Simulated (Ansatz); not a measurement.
CaZn$_{2}$Sb$_{2}$ in space group P-3m1 (No. 164; Ca on 1a, Zn on 2d, Sb on 2d) under volume change, DFT-LDA in the program Ansatz with PAW potentials, shape and atoms relaxed at each volume.

```tsv
V (Å³/atom)	E − E(relaxed) (meV/atom)	P (GPa)
21.647	38.5	6.28
22.361	16.1	3.83
23.074	3.8	1.76
23.788	0.0	0.00
24.501	3.4	-1.51
25.215	?	?
25.929	?	?
```

### Question
Fill in the missing entries.

### Answer

- 25.929, E − E(relaxed) (meV/atom): 28.0
- 25.929, P (GPa): -3.88
- 25.215, E − E(relaxed) (meV/atom): 13.1
- 25.215, P (GPa): -2.79

### Question
What does a third-order Birch–Murnaghan fit give for V₀, B₀ and B′?

### Answer
V₀ = 23.79 Å³/atom, B₀ = 54.2 GPa, B′ = 4.4.

The first step of the workflow began from a Materials Project structure, measured or hypothetical; the Crystallography Open Database files this formula in space group No. 164, but the cells were not matched. Whether it is the stable phase at ambient conditions was not checked. The cell was relaxed with LDA under the symmetry of its start; of distortions, only those at the zone centre were tested. Scalar-relativistic: spin–orbit coupling is off unless named, which matters more the heavier the elements.

Potentials: the later of the program's two PAW sets.
